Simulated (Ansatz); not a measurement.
C:
```yaml
crystal:
  lattice:
    - [2.51075, 0.00000, 0.00000]
    - [-1.25538, 2.17438, 0.00000]
    - [0.00000, 0.00000, 18.61657]
  atoms:
    - { symbol: C, position: [0.00000, 0.00000, 0.68105] }
    - { symbol: C, position: [0.00000, 0.00000, 0.76378] }
    - { symbol: C, position: [0.33333, 0.66667, 0.79143] }
    - { symbol: C, position: [0.33333, 0.66667, 0.87416] }
    - { symbol: C, position: [0.66667, 0.33333, 0.90200] }
    - { symbol: C, position: [0.66667, 0.33333, 0.98598] }
    - { symbol: C, position: [0.33333, 0.66667, 0.01402] }
    - { symbol: C, position: [0.33333, 0.66667, 0.09800] }
    - { symbol: C, position: [0.66667, 0.33333, 0.12584] }
    - { symbol: C, position: [0.66667, 0.33333, 0.20857] }
    - { symbol: C, position: [0.00000, 0.00000, 0.23622] }
    - { symbol: C, position: [0.00000, 0.00000, 0.31895] }
    - { symbol: C, position: [0.33333, 0.66667, 0.34676] }
    - { symbol: C, position: [0.33333, 0.66667, 0.43084] }
    - { symbol: C, position: [0.00000, 0.00000, 0.45866] }
    - { symbol: C, position: [0.00000, 0.00000, 0.54134] }
    - { symbol: C, position: [0.66667, 0.33333, 0.56916] }
    - { symbol: C, position: [0.66667, 0.33333, 0.65324] }
```

Relaxed with r²SCAN. Independent-particle spectrum: no excitons, no local fields, no scissors shift; 0.1 eV broadening; ε₁ of the summed bands alone.

Q: Tabulate the dielectric function from the program Ansatz at the r²SCAN level (PAW).

A: 

```tsv
E (eV)	ε₁ xx	ε₂ xx	ε₁ zz	ε₂ zz
0.0	5.45	0.00	5.61	0.00
0.3	5.45	0.00	5.61	0.00
0.6	5.46	0.00	5.62	0.00
0.9	5.47	0.00	5.64	0.00
1.2	5.50	0.00	5.67	0.00
1.5	5.53	0.00	5.70	0.00
1.8	5.57	0.00	5.75	0.00
2.1	5.61	0.00	5.80	0.00
2.4	5.67	0.00	5.86	0.00
2.7	5.73	0.00	5.93	0.00
3.0	5.80	0.00	6.02	0.00
3.3	5.89	0.00	6.12	0.00
3.6	5.99	0.00	6.24	0.00
3.9	6.10	0.00	6.37	0.00
4.2	6.23	0.00	6.54	0.00
4.5	6.39	0.00	6.73	0.00
4.8	6.57	0.00	6.96	0.00
5.1	6.80	0.00	7.27	0.00
5.4	7.09	0.00	7.69	0.00
5.7	7.54	0.07	8.35	0.26
6.0	7.91	0.46	9.02	0.76
6.3	8.15	0.69	9.15	1.68
6.6	8.58	1.01	9.09	2.29
6.9	8.77	1.55	8.97	2.79
7.2	8.86	2.01	8.80	3.28
7.5	8.84	2.42	8.76	3.47
7.8	8.96	2.64	8.65	3.89
8.1	9.12	2.90	8.59	4.11
8.4	9.54	3.15	8.59	4.40
8.7	9.98	4.20	8.75	4.68
9.0	9.71	4.56	8.82	4.98
9.3	10.08	4.93	9.12	5.40
9.6	10.61	5.73	9.48	5.90
9.9	10.87	6.75	9.95	6.91
10.2	11.02	8.12	10.12	8.08
10.5	11.69	9.56	11.10	10.04
10.8	10.80	12.30	8.17	12.95
11.1	9.42	14.41	6.25	13.48
11.4	7.29	16.68	5.59	13.84
11.7	2.13	18.22	3.31	14.23
12.0	-1.11	16.15	1.82	14.93
```

Q: From ε at 7.5 eV (xx: 8.84 + 2.42i), find n, k, the normal reflectivity and the absorption coefficient.

A: n = 3.00, k = 0.403, R = 26 %, α = 2kE/ħc = 310000 cm⁻¹.

With all bands, ε∞ without local fields is 5.64 (xx = yy), 5.82 (zz).

Space group P-3m1. The start of the workflow was typed in or built on a structure type; the Crystallography Open Database copy checked does not list it. It is not the phase usual at ambient conditions (space group No. 194, 227). The cell was relaxed with r²SCAN under the symmetry of its start; its stability against distortions is not shown here.

Potentials: the later of the program's two PAW sets.
